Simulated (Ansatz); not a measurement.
Cu: one atom moved along a line

Theory: DFT PBEsol, scalar-relativistic, plane waves, PAW (Ansatz). Settings: plane waves to 420 eV, k-mesh 12×12×12 (Γ-centred), Gaussian smearing 0.15 eV. No spin polarisation. Energies are free energies at this smearing, counted from the undisturbed cell; pressure is positive in compression.

The undisturbed cell (as given, not relaxed at this level; it stands at -6.5 GPa):

```
Cu
1.0
     3.61500    0.00000    3.61500
     0.00000   -3.61500    3.61500
     3.61500   -3.61500    0.00000
Cu
8
Direct
  0.00000 0.00000 0.50000
  0.00000 0.50000 0.50000
  0.50000 0.00000 0.50000
  0.50000 0.50000 0.50000
  0.00000 0.00000 0.00000
  0.00000 0.50000 0.00000
  0.50000 0.00000 0.00000
  0.50000 0.50000 0.00000
```

Atom 1 (Cu) is moved by x along the Cartesian unit vector (0.000, 0.000, -1.000); the cell and all other atoms stay fixed. The cell is metallic on the mesh throughout.

| x (Å) | ΔE (meV/cell) | force along x on the moved atoms (eV/Å) |
| --- | --- | --- |
| -0.6000 | 1314.1 | 4.85 |
| -0.3600 | 437.4 | 2.55 |
| -0.1200 | 46.3 | 0.78 |
| 0.0000 | 0.0 | 0.00 |
| 0.1800 | 105.0 | -1.18 |
| 0.2400 | 188.8 | -1.61 |
| 0.3000 | 299.0 | -2.07 |
| 0.4200 | 605.9 | -3.07 |
| 0.4800 | 806.8 | -3.63 |
| 0.5400 | 1042.2 | -4.22 |

By symmetry 0.6000 repeats -0.6000, -0.4800 repeats 0.4800, 0.3600 repeats -0.3600, -0.2400 repeats 0.2400, 0.1200 repeats -0.1200 in energy, with the opposite slope along the path.